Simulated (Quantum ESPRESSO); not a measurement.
Mg3ClFSe2, input and log of a self-consistent run

A calculation, not a measurement. The program is pw.x of Quantum ESPRESSO 7.5 (plane-wave density functional theory). The cell is made up: 7 atoms on a zincblende/diamond lattice with one site empty, with randomly drawn elements, strain and displacements, not relaxed. PseudoDojo standard norm-conserving files (v0.5 for PBE, v0.4.1 for LDA and PBEsol) set the functional; there is no spin polarisation, spin-orbit coupling or dispersion term, and the masses in the input are unused placeholders.

Input:

```
&control calculation='scf', pseudo_dir='./dojo.nc.sr.pbe.v0_5.standard.upf', outdir='./o', disk_io='medium', tprnfor=.true., tstress=.true. /
&system ibrav=0, nat=7, ntyp=4, nbnd=44, ecutwfc=85.99341389, nosym=.true., tot_charge=0,
 occupations='smearing', smearing='fd', degauss=0.0018374661
/
&electrons conv_thr=7.350e-09, electron_maxstep=60, /
ATOMIC_SPECIES
Cl 1.0 Cl.upf
F 1.0 F.upf
Mg 1.0 Mg.upf
Se 1.0 Se.upf
CELL_PARAMETERS angstrom
5.3835 0.0107 -0.0525
0.0107 5.347 -0.0097
-0.0525 -0.0097 5.3748
ATOMIC_POSITIONS angstrom
Mg -0.0362 0.0402 -0.0743
Mg -0.0355 2.6836 2.6405
Mg 2.6379 0.0339 2.6255
Cl 1.2798 1.4123 1.3371
F 1.3541 4.0071 3.9961
Se 4.0648 1.2515 4.0502
Se 4.044 4.0745 1.3107
K_POINTS automatic
4 4 4 1 1 1
```

The log is shortened where brackets say so; the opening notice, blank lines, dates and the lines on written files are dropped, and the path of the files is cut. It prints rydbergs, bohrs and kilobars, and counts compression as positive stress. With no partly filled state, the Fermi energy that it prints is only some level between the filled and the empty states on the mesh, and need not lie in the true gap.

```
     Program PWSCF v.7.5
     Parallel version (MPI & OpenMP), running on       1 processor cores
     Number of MPI processes:                 1
     Threads/MPI process:                     1
     [start-up lines left out]
     bravais-lattice index     =            0
     lattice parameter (alat)  =      10.1738  a.u.
     unit-cell volume          =    1043.9731 (a.u.)^3
     number of atoms/cell      =            7
     number of atomic types    =            4
     number of electrons       =        76.00
     number of Kohn-Sham states=           44
     kinetic-energy cutoff     =      85.9934  Ry
     charge density cutoff     =     343.9737  Ry
     scf convergence threshold =      7.3E-09
     mixing beta               =       0.7000
     number of iterations used =            8  plain     mixing
     Exchange-correlation= PBE
                           (   1   4   3   4   0   0   0)
     [axes and pseudopotential details left out]
   Cartesian axes
     site n.     atom                  positions (alat units)
         1        Mg     tau(   1) = (  -0.0067239   0.0074669  -0.0138007  )
         2        Mg     tau(   2) = (  -0.0065939   0.4984614   0.4904559  )
         3        Mg     tau(   3) = (   0.4899729   0.0062967   0.4876697  )
         4        Cl     tau(   4) = (   0.2377146   0.2623256   0.2483577  )
         5        F      tau(   5) = (   0.2515154   0.7442930   0.7422499  )
         6        Se     tau(   6) = (   0.7550104   0.2324581   0.7522986  )
         7        Se     tau(   7) = (   0.7511470   0.7568122   0.2434541  )
     number of k points=    32  Fermi-Dirac smearing, width (Ry)=  0.0018
                       cart. coord. in units 2pi/alat
        k(    1) = (   0.1259913   0.1258372   0.1266663), wk =   0.0625000
        k(    2) = (   0.1284328   0.1262866   0.3771080), wk =   0.0625000
     [further k points left out]
     Dense  grid:   112419 G-vectors     FFT dimensions: (  64,  60,  60)
     Estimated max dynamical RAM per process >     145.94 MB
     Initial potential from superposition of free atoms
     starting charge      75.9974, renormalised to      76.0000
     Starting wfcs are   41 randomized atomic wfcs +    3 random wfcs
     total cpu time spent up to now is        8.8 secs
     per-process dynamical memory:    77.5 Mb
     Self-consistent Calculation
     iteration #  1     ecut=    85.99 Ry     beta= 0.70
     Davidson diagonalization with overlap
     ethr =  1.00E-02,  avg # of iterations =  6.9
     Threshold (ethr) on eigenvalues was too large:
     Diagonalizing with lowered threshold
     Davidson diagonalization with overlap
     ethr =  7.24E-04,  avg # of iterations =  1.2
     total cpu time spent up to now is       52.7 secs
     total energy              =    -923.75011635 Ry
     estimated scf accuracy    <       0.54404757 Ry
     iteration #  2     ecut=    85.99 Ry     beta= 0.70
     Davidson diagonalization with overlap
     ethr =  7.16E-04,  avg # of iterations =  2.8
     total cpu time spent up to now is       75.7 secs
     total energy              =    -923.84249634 Ry
     estimated scf accuracy    <       0.32744174 Ry
     iteration #  3     ecut=    85.99 Ry     beta= 0.70
     Davidson diagonalization with overlap
     ethr =  4.31E-04,  avg # of iterations =  2.0
     total cpu time spent up to now is       96.6 secs
     total energy              =    -923.92525806 Ry
     estimated scf accuracy    <       0.03417485 Ry
     iteration #  4     ecut=    85.99 Ry     beta= 0.70
     Davidson diagonalization with overlap
     ethr =  4.50E-05,  avg # of iterations =  6.9
     total cpu time spent up to now is      124.3 secs
     total energy              =    -923.93175115 Ry
     estimated scf accuracy    <       0.00149217 Ry
     iteration #  5     ecut=    85.99 Ry     beta= 0.70
     Davidson diagonalization with overlap
     ethr =  1.96E-06,  avg # of iterations =  6.6
     total cpu time spent up to now is      156.0 secs
     total energy              =    -923.93200442 Ry
     estimated scf accuracy    <       0.00012122 Ry
     iteration #  6     ecut=    85.99 Ry     beta= 0.70
     Davidson diagonalization with overlap
     ethr =  1.60E-07,  avg # of iterations =  2.0
     total cpu time spent up to now is      181.6 secs
     total energy              =    -923.93202460 Ry
     estimated scf accuracy    <       0.00001279 Ry
     iteration #  7     ecut=    85.99 Ry     beta= 0.70
     Davidson diagonalization with overlap
     ethr =  1.68E-08,  avg # of iterations =  2.3
     total cpu time spent up to now is      207.7 secs
     total energy              =    -923.93202816 Ry
     estimated scf accuracy    <       0.00000082 Ry
     iteration #  8     ecut=    85.99 Ry     beta= 0.70
     Davidson diagonalization with overlap
     ethr =  1.08E-09,  avg # of iterations =  2.5
     total cpu time spent up to now is      235.3 secs
     total energy              =    -923.93202829 Ry
     estimated scf accuracy    <       0.00000020 Ry
     iteration #  9     ecut=    85.99 Ry     beta= 0.70
     Davidson diagonalization with overlap
     ethr =  2.57E-10,  avg # of iterations =  2.2
     total cpu time spent up to now is      261.2 secs
     End of self-consistent calculation
          k = 0.1260 0.1258 0.1267 ( 14017 PWs)   bands (ev):
   -70.3128 -70.1639 -70.0677 -40.9679 -40.9479 -40.8791 -40.8751 -40.8704
   -40.8359 -40.8231 -40.7964 -40.7631 -40.7507 -37.1107 -37.0936 -37.0856
   -36.9759 -36.9610 -36.9222 -36.9061 -36.8761 -36.8375 -17.3540 -11.5331
    -7.0232  -6.3382  -0.6189  -0.4279   0.4155   0.6558   0.7110   1.2474
     2.0762   2.6290   3.2384   3.6641   4.1722   4.5572   7.3815   8.6966
     8.9553   9.3343  10.5620  10.9587
     [levels at the other k points left out]
     the Fermi energy is     6.2987 ev
!    total energy              =    -923.93202834 Ry
     estimated scf accuracy    <          5.8E-09 Ry
     smearing contrib. (-TS)   =       0.00000000 Ry
     internal energy E=F+TS    =    -923.93202834 Ry
     The total energy is F=E-TS. E is the sum of the following terms:
     one-electron contribution =    -672.65346471 Ry
     hartree contribution      =     340.26477382 Ry
     xc contribution           =    -165.04317525 Ry
     ewald contribution        =    -426.50016221 Ry
     convergence has been achieved in   9 iterations
     Forces acting on atoms (cartesian axes, Ry/au):
     atom    1 type  3   force =     0.12673913   -0.12444999    0.05096134
     atom    2 type  3   force =     0.02755276    0.02277259    0.07854667
     atom    3 type  3   force =    -0.04206477   -0.03291744    0.04924617
     atom    4 type  1   force =     0.04006667    0.00068903   -0.03065108
     atom    5 type  2   force =    -0.02634669    0.02959554   -0.03185496
     atom    6 type  4   force =    -0.09833458    0.13658620   -0.06162745
     atom    7 type  4   force =    -0.02761252   -0.03227594   -0.05462069
     Total force =     0.298185     Total SCF correction =     0.000227
     Computing stress (Cartesian axis) and pressure
          total   stress  (Ry/bohr**3)                   (kbar)     P=      108.90
   0.00061711  -0.00040026   0.00028658           90.78      -58.88       42.16
  -0.00040026   0.00079247  -0.00024753          -58.88      116.58      -36.41
   0.00028658  -0.00024753   0.00081122           42.16      -36.41      119.33
     init_run     :      8.24s CPU      8.72s WALL (       1 calls)
     electrons    :    242.18s CPU    252.46s WALL (       1 calls)
     forces       :      3.13s CPU      3.18s WALL (       1 calls)
     stress       :     11.86s CPU     12.00s WALL (       1 calls)
     [timing details left out]
     PWSCF        :   4m25.59s CPU   4m36.78s WALL
     JOB DONE.
```

In other units: free energy -12570.736 eV for the cell, pressure 10.89 GPa, largest force component 3.512 eV/Å. A rerun of this cell at 1467 eV and a 6 x 6 x 6 mesh moved values by no more than 0.003 eV in energy, 0.02 GPa in stress and 0.004 eV/Å in force.